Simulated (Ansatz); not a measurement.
## Is this LuIn₂SiAu₂ structure a true minimum?

It was reached by relaxing an invented guess, and it needn't be the stable form of this composition.

These are results of DFT PBE, scalar-relativistic, plane waves, PAW in Ansatz 0.2.0, not measurements. Plane waves to 420 eV, a k mesh through Γ of 8×8×4 on the computed 6-atom cell and Gaussian smearing (0.10 eV); no spin polarisation.

The cell below (6 atoms, space group P-4m2 (No. 115)) is relaxed within its symmetry.

```
Lu In Si Au
1.0
     4.13823    0.00000    0.00000
     0.00000    4.13823    0.00000
     0.00000    0.00000    7.55599
Lu In Si Au
1 2 1 2
Cartesian
  2.0691 2.0691 0.0000
  2.0691 0.0000 2.6978
  0.0000 2.0691 4.8581
  0.0000 0.0000 0.0000
  2.0691 0.0000 5.5125
  0.0000 2.0691 2.0435
```

For the test a repeat of it with 12 atoms (edges 4.14, 4.14, 15.11 Å) was strained at random (σ = 1.5 % a component), the atoms were moved at random (σ = 0.10 Å), and all was relaxed again on a coarse 6×6×2 mesh (in the run’s order of axes) with 0.20 eV smearing, with no symmetry imposed.

Spin–orbit coupling, which can matter for Au, is left out. The cell is a metal run without spin; a magnetic state may lie lower.

Question: What happens?

Answer: It returns, within 1 meV/atom of the unmoved cell on that mesh and with the same symmetry when read at 0.1 Å (P1 at 0.01 Å, so small strains and shifts remain). No instability shows in this cell; modes of other wave vectors, which need another repeat, aren't tested.
